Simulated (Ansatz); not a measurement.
C:
```
CELL_PARAMETERS angstrom
      3.57147     0.00000     0.00000
     -1.78574     3.09299     0.00000
      0.00000     0.00000     3.37692
ATOMIC_POSITIONS crystal
  C  0.23260 0.46520 0.25000
  C  0.53480 0.76740 0.58333
  C  0.23260 0.76740 0.91667
  C  0.76740 0.53480 0.75000
  C  0.46520 0.23260 0.08333
  C  0.76740 0.23260 0.41667
```

Relaxed with PBE. Special points in fractions of this cell's reciprocal vectors: Γ (0.000, 0.000, 0.000); M (0.500, 0.000, 0.000); K (0.333, 0.333, 0.000); A (0.000, 0.000, 0.500); L (0.500, 0.000, 0.500); H (0.333, 0.333, 0.500).

Q: List the band energies nearest the valence-band maximum at these points for PBE (plane waves, PAW; program Ansatz).

A: In eV from the valence-band maximum; about four levels below and three above (degenerate sets whole), none deeper than 8.9 eV; points with the same levels are listed once.

```json
[
 {"k": "Γ", "below": "-3.96 -3.96 -2.47 -1.52 -1.52", "above": "5.52 5.52 6.36"},
 {"k": "M", "below": "-2.69 -1.94 -1.53 -0.40", "above": "6.32 7.02 8.63"},
 {"k": "K", "below": "-4.35 -4.35 -2.39 -0.68 -0.68", "above": "7.39 7.39 9.74"},
 {"k": "A", "below": "-4.01 -4.01 -2.54 -2.54", "above": "5.81 5.81 7.55 7.55"},
 {"k": "L", "below": "-0.47 -0.47 -0.02 -0.02", "above": "9.42 9.42 10.27 10.27"},
 {"k": "H", "below": "-1.45 -1.45 -0.78 -0.78", "above": "9.76 9.76 10.94 10.94"}
]
```

Space group P6_122. The start of the workflow was typed in or built on a structure type; neither database checked (COD, Materials Project) lists it. It is not the phase usual at ambient conditions (space group No. 194, 227). Symmetry was held in the PBE relaxation; its stability against distortions is not shown here.

Potentials: the earlier of the program's two PAW sets.
